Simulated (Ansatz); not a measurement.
## Energy landscape of PtI$_{3}$

3 relaxations of PtI3 ended in 3 distinct structures. The numbers are results of r2SCAN (plane waves to 500 eV, PAW, scalar-relativistic; Ansatz, a first-principles code), not measurements.

| # | space group | Pearson | type | E − E(lowest) (eV/atom) | V (Å³/atom) | gap (eV, no SOC) | coordination | runs ending here | spin order |
|---|---|---|---|---|---|---|---|---|---|
| 1 | C2/c | mS32 | – | 0.000 | 35.20 | 0.47 | – | 1 | non-magnetic |
| 2 | R-3c | hR8 | – | 0.13 | 32.77 | 0.00 | – | 1 | non-magnetic |
| 3 | Pm-3n | cP8 | A15 (Cr3Si type) | 1.20 | 30.31 | 0.00 | I 2 (linear), Pt 12 | 1 | ferromagnetic |

Coordination numbers (neighbours up to the widest gap in distance over summed covalent radii, below 1.35; n+m marks a second, longer set; metal–metal contacts left out). C2/c, mS32, non-magnetic is the lowest of the structures calculated here.

```cif
data_I24Pt8
_chemical_formula_sum 'Pt8 I24'
_space_group_name_H-M_alt 'C2/c'
_space_group_IT_number 15
_space_group_name_Hall '-C 2yc'
_cell_length_a 6.97190
_cell_length_b 12.24368
_cell_length_c 13.46367
_cell_angle_alpha 90.000
_cell_angle_beta 101.478
_cell_angle_gamma 90.000
loop_
_atom_site_label
_atom_site_type_symbol
_atom_site_symmetry_multiplicity
_atom_site_Wyckoff_symbol
_atom_site_fract_x
_atom_site_fract_y
_atom_site_fract_z
_atom_site_occupancy
Pt1 Pt 4 e 0.00000 0.09680 0.25000 1
Pt2 Pt 4 d 0.25000 0.25000 0.50000 1
I1 I 8 f 0.12944 0.06067 0.64053 1
I2 I 8 f 0.09719 0.25399 0.12055 1
I3 I 8 f 0.34641 0.10223 0.37694 1
```
(The calculation used a cell of 16 atoms; values per cell refer to that cell.)

Each run could gain symmetry but not lose that of its start, so entries can be saddle points. From databases, or of a type measured for this composition: C2/c, mS32, non-magnetic; the others are generated cells (placed on structure types, drawn at random, substituted or restacked) that were not matched to a known phase here. Each structure is listed in the lowest spin state found for it. Energies are at zero temperature and pressure, without zero-point motion. Spin states reached: non-magnetic, ferromagnetic; non-magnetic ones ran without spin or lost their moments; spin orders were not searched systematically. Spin-orbit coupling is missing; with elements this heavy it can move band edges by tenths of an eV or more. Gaps of cells over 8 atoms come from the SCF mesh and high-symmetry points alone.
